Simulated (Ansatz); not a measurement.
# Cd: course of a relaxation

The calculation used DFT PBEsol, scalar-relativistic, plane waves, PAW in Ansatz. Run with 420 eV cutoff, 18×18×8 k-mesh, Gaussian smearing of 0.10 eV, no spin polarisation.

What was changed: relaxed at 20 GPa.

Other phases may be more stable at this pressure.

Command:

```bash
ansatz run input.yaml --threads 1 --pin off --max-ram 2560MiB --backend cpu --events-out ev --progress --plain --runs-dir out
```

Input:

```yaml
crystal:
  lattice:
    - [2.8077145976, 0.0, 0.0]
    - [-1.4038572988, 2.4315521681, 0.0]
    - [0.0, 0.0, 5.0067214376]
  atoms:
    - { symbol: Cd, position: [0.3333333333, 0.6666666667, 0.25] }
    - { symbol: Cd, position: [0.6666666667, 0.3333333333, 0.75] }
basis:
  ecutwfc: 420
kpoints:
  mp_grid: { grid: [18, 18, 8] }
hamiltonian:
  xc: pbesol
scf:
  occupations: { method: gaussian, width: 0.1 }
output:
  forces: true
  stress: true
  eigenvalues: true
relax:
  adjacent_minimum: "off"
  f_tol: 0.008
  max_steps: 50
  cell: { stress_tol: 0.08, p_target: 20.0 }
```

F is the free energy. Steps run on the plane waves of an earlier cell, but the last one, and at times one on the way, on a freshly chosen basis, so a repeated geometry can differ a little in energy. The relaxation lowers the enthalpy F + PV at the target pressure, so F itself can rise.

Steps:

```tsv
step	F − F(1) (eV)	largest force component (eV/Å)	V (Å³/atom)	P (GPa)
1	0.0000	0.000	17.091	21.29
2	-0.0764	0.000	17.377	18.13
3	-0.0734	0.000	17.340	18.05
4	-0.0112	0.000	17.066	20.14
5	-0.0139	0.000	17.077	20.03
6	-0.0139	0.000	17.077	20.02
```

Relaxed structure:

```
CELL_PARAMETERS angstrom
2.87070 0.00000 0.00000
-1.43535 2.48610 0.00000
0.00000 0.00000 4.78554
ATOMIC_POSITIONS crystal
Cd 0.33333 0.66667 0.25000
Cd 0.66667 0.33333 0.75000
```

It takes space group P6_3/mmc (No. 194, hexagonal). Conventional cell: a = 2.871 Å, b = 2.871 Å, c = 4.786 Å, α = 90.00°, β = 90.00°, γ = 120.00°. Around Cd (site symmetry -6m2) lie 12 Cd at 2.87 to 2.91 Å.

The run converged. The run took 41 s on 1 thread of Arm Neoverse V1, on a shared host, peak memory 0.39 GiB.